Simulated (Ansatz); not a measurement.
B4C in space group Cm (No. 8; Pearson symbol mS30), PBEsol (plane waves, PAW; program Ansatz), all energies at zero smearing, with the estimated change up to a 700 eV cutoff added, with one set of potentials and settings (totals compare only within such a set). Cell of 15 atoms (12 B, 3 C): -2573.674 eV.

```json
[
 {"element": "B", "reference phase": "R-3m, 12 atoms in the cell", "E (eV/atom)": "-152.6698"},
 {"element": "C", "reference phase": "P6_3/mmc, 4 atoms in the cell", "E (eV/atom)": "-246.6950"}
]
```

Formation energy per atom, worked out: (-2573.674 − 12×(-152.6698) − 3×(-246.6950))/15 = -0.103 eV/atom (-10 kJ per mol of atoms), at 0 K, without zero-point energy or fitted corrections.

The workflow started from a Materials Project entry (that database holds measured and hypothetical structures alike); the Crystallography Open Database copy checked does not list it. Its standing as an ambient phase is unchecked. The cell was relaxed with PBEsol under the symmetry of its start; phonons on a q-mesh show no instability. The references are the lowest solids computed at this level, not always the standard phases.

Potentials: the later of the program's two PAW sets.
